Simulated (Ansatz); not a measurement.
FePt (L1₀ or tetragonal B2, space group No. 123) under volume change, plane-wave PAW PBEsol (Ansatz code), shape and atoms relaxed at each volume.

```json
[
 {"V (Å³/atom)": "12.209", "E − E(relaxed) (meV/atom)": "96.4", "P (GPa)": "27.82"},
 {"V (Å³/atom)": "12.611", "E − E(relaxed) (meV/atom)": "40.4", "P (GPa)": "17.02"},
 {"V (Å³/atom)": "13.014", "E − E(relaxed) (meV/atom)": "9.5", "P (GPa)": "7.80"},
 {"V (Å³/atom)": "13.416", "E − E(relaxed) (meV/atom)": "0.0", "P (GPa)": "0.01"},
 {"V (Å³/atom)": "13.819", "E − E(relaxed) (meV/atom)": "8.4", "P (GPa)": "-6.46"},
 {"V (Å³/atom)": "14.221", "E − E(relaxed) (meV/atom)": "31.5", "P (GPa)": "-11.74"},
 {"V (Å³/atom)": "14.624", "E − E(relaxed) (meV/atom)": "66.5", "P (GPa)": "-16.03"}
]
```

Q: What does a third-order Birch–Murnaghan fit give for V₀, B₀ and B′?

A: V₀ = 13.42 Å³/atom, B₀ = 233 GPa, B′ = 5.0.

Space group P4/mmm (L1₀ or tetragonal B2). The PBEsol relaxation kept the symmetry of its start. Magnetic state: ferromagnetic, chosen from 5 collinear starts compared on coarse meshes (ties went to the first, and starts can fall back to one state), not a proven ground state. Textbook magnetic order: ferromagnetic. Scalar-relativistic: spin–orbit coupling is off unless named, which matters more the heavier the elements.

Potentials: the earlier of the program's two PAW sets.
